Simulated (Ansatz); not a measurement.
Input:

YGaNi:
```yaml
crystal:
  lattice:
    - [6.90454, 0.00000, 0.00000]
    - [0.00000, 4.29485, 0.00000]
    - [0.00000, 0.00000, 7.21061]
  atoms:
    - { symbol: Y, position: [0.01647, 0.75000, 0.69909] }
    - { symbol: Y, position: [0.98353, 0.25000, 0.30091] }
    - { symbol: Y, position: [0.48353, 0.25000, 0.19909] }
    - { symbol: Y, position: [0.51647, 0.75000, 0.80091] }
    - { symbol: Ga, position: [0.18240, 0.75000, 0.08241] }
    - { symbol: Ga, position: [0.81760, 0.25000, 0.91759] }
    - { symbol: Ga, position: [0.31760, 0.25000, 0.58241] }
    - { symbol: Ga, position: [0.68240, 0.75000, 0.41759] }
    - { symbol: Ni, position: [0.79843, 0.75000, 0.08898] }
    - { symbol: Ni, position: [0.20157, 0.25000, 0.91102] }
    - { symbol: Ni, position: [0.70157, 0.25000, 0.58898] }
    - { symbol: Ni, position: [0.29843, 0.75000, 0.41102] }
```

This is the r²SCAN-relaxed structure.

### Question
All from DFT-r²SCAN in the program Ansatz with PAW potentials, unless another level is named. Predict the density of states at the Fermi level.

### Answer
0.60 states/eV per atom (mean over ±0.08 eV).

### Question
What about the formation energy from the elements (no fitted shifts)?

### Answer
-0.67 eV/atom.

Space group Pnma. The workflow started from a Materials Project entry (that database holds measured and hypothetical structures alike); the Crystallography Open Database copy checked does not list it. Whether it is the stable phase at ambient conditions was not checked. The r²SCAN relaxation kept the symmetry of its start; its stability against distortions is not shown here. No spin polarisation was allowed. The references are the lowest solids computed at this level, not always the standard phases. Scalar-relativistic: spin–orbit coupling is off unless named, which matters more the heavier the elements.

Potentials: the later of the program's two PAW sets.
